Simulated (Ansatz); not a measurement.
## Computed properties of B4Ru

B₄Ru:
```
CELL_PARAMETERS angstrom
      4.74533     0.00000     0.00000
      0.00000     5.51798     0.00000
      0.00000     0.00000     3.13608
ATOMIC_POSITIONS crystal
  Ru 0.50000 0.00000 0.00000
  Ru 0.00000 0.50000 0.50000
  B  0.16070 0.87671 0.50000
  B  0.83930 0.12329 0.50000
  B  0.66070 0.62329 0.00000
  B  0.33930 0.37671 0.00000
  B  0.76002 0.82008 0.50000
  B  0.23998 0.17992 0.50000
  B  0.26002 0.67992 0.00000
  B  0.73998 0.32008 0.00000
```

Space group Pnnm (No. 58); conventional cell a = 4.7453 Å, b = 5.5180 Å, c = 3.1361 Å, α = 90.00°, β = 90.00°, γ = 90.00°.

Method: r²SCAN in the plane-wave PAW code Ansatz. Geometry: relaxed at this level of theory. Other levels are named where they apply.

**Cell and energy**

```yaml
volume_per_atom: 8.21 Å³
density: 5.84 g/cm³
Formation energy from the elements (no fitted shifts): -0.010 eV/atom
```

**Electronic structure**

```yaml
electronic_character: metallic (no gap)
Density of states at the Fermi level: 0.16 states/eV per atom (mean over ±0.08 eV)
Gap with spin–orbit coupling: none (metallic)
```

**Mechanics**

```yaml
Bulk modulus (Birch–Murnaghan fit): 252 GPa
Pressure derivative B′: 4.8
```

**Charges**

```yaml
bader_charges: Ru +0.25, B -0.13 to +0.01 e
```

The start of the workflow was typed in or built on a structure type; neither database checked (COD, Materials Project) lists it. Whether it is the stable phase at ambient conditions was not checked. The cell was relaxed with r²SCAN under the symmetry of its start; its stability against distortions is not shown here. The run is not spin-polarised. The references are the lowest solids computed at this level, not always the standard phases. Spin–orbit coupling is left out wherever it is not named.

Potentials: the earlier of the program's two PAW sets. The files were generated under PBE; for other functionals the program regenerates the frozen cores, and for LDA and PBEsol the local potential too.
